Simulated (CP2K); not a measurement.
**Fitting the PBE energy curve of CaZr**

```
CELL_PARAMETERS angstrom
3.86591 0.00000 0.00000
0.00000 3.86591 0.00000
0.00000 0.00000 3.86591
ATOMIC_POSITIONS crystal
Ca 0.50000 0.50000 0.50000
Zr 0.00000 0.00000 0.00000
```

The cell comes from a database or a generator and needn't be the stable form of this composition.

The cell was scaled at fixed shape and fractions and run with CP2K, POTENTIAL_UZH Ca GTH-PBE-q10, Zr GTH-PBE-q12; TZVP-MOLOPT-PBE-GTH basis; PBE, k mesh 7 × 7 × 7 on the cell of 2 atoms, fermi-dirac occupations of 0.05 eV, no spin polarisation, no spin-orbit coupling. Energies are those that the program minimises, any entropy of the smearing included. For a metal such a mesh isn't converged to the digits shown.

```tsv
V (Å³/atom)	energy over the lowest row (meV/atom)
27.1552	20.236
27.7330	9.736
28.3107	3.098
28.8885	0.000
29.4663	0.133
30.0441	?
30.6218	9.031
```

Fit the third-order Birch-Murnaghan form, give V0, B0 and B′, and predict the energy left open.

With y = (V0/V)^(2/3), E = E0 + (9 V0 B0/16) [(y - 1)³ B′ + (y - 1)² (6 - 4y)]. Least squares through the rows shown give V0 = 29.1503 Å³/atom, E0 = -0.324 meV, B0 = 43.44 GPa (1 eV/Å³ = 160.218 GPa) and B′ = 3.47, with a largest miss of 0.002 meV. At V = 30.0441 the form with these constants gives 3.227 meV; the run gave 3.228 meV an atom.
